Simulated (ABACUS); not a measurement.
Consider a self-consistent single point of W (Pm-3n, 8 atoms in the cell; from COD 9008583, changed as shown).

```
CELL_PARAMETERS angstrom
      5.09989     0.00000     0.00000
      0.00000     5.09989     0.00000
      0.00000     0.00000     5.09989
ATOMIC_POSITIONS crystal
  W  0.00000 0.00000 0.00000
  W  0.50000 0.50000 0.50000
  W  0.00000 0.50000 0.25000
  W  0.00000 0.50000 0.75000
  W  0.25000 0.00000 0.50000
  W  0.75000 0.00000 0.50000
  W  0.50000 0.75000 0.00000
  W  0.50000 0.25000 0.00000
```

Level of theory: LDA (PW92), PseudoDojo 0.4 standard norm-conserving LDA (tails mended) pseudopotentials (plane waves; ABACUS).

ABACUS settings:

- KPT = MP 4 4 4 0 0 0
- basis_type = pw
- dft_functional = PWLDA
- ecutwfc = 70 Ry
- smearing_method = gaussian
- smearing_sigma = 0.00367493 Ry
- potentials = PseudoDojo 0.4 standard norm-conserving LDA (tails mended)
- symmetry = 1
- ks_solver = cg
- scf_nmax = 100
- scf_thr = 1.0e-09 Ry
- mixing_type = pulay

Results:

```
Quantity                                                   Value
------------------------------------------------  --------------
Number of valence electrons                                  112
Number of bands                                               68
Number of k-points after the program's reduction               4
Number of plane waves (most at a k-point)                   8874
Number of SCF iterations                                      11
FFT grid                                            54 × 54 × 54
Free energy E − TS                                -16526.8518 eV
Pressure                                              -17.26 GPa
```

Stress (GPa, positive for compression):
```
-17.26    0.00    0.00
  0.00  -17.26    0.00
  0.00    0.00  -17.26
```

For comparison: a first run was changed to give this one (volume scaled by 1.01), and from it to this one the free energy rises by 16.3 meV/atom and the pressure goes from -14.68 to -17.26 GPa.

Spin-orbit coupling is left out, which matters for bands and gaps with elements this heavy. No clean gap shows at this smearing width and mesh (spacing up to 0.31 Å⁻¹); the mesh is coarse for partly filled bands, so the values carry mesh errors.

Cost on one core: about 3 core-minutes (a rough figure).

“Tails mended”: in these copies of the files the far tail of each local potential was reset to the Coulomb form.
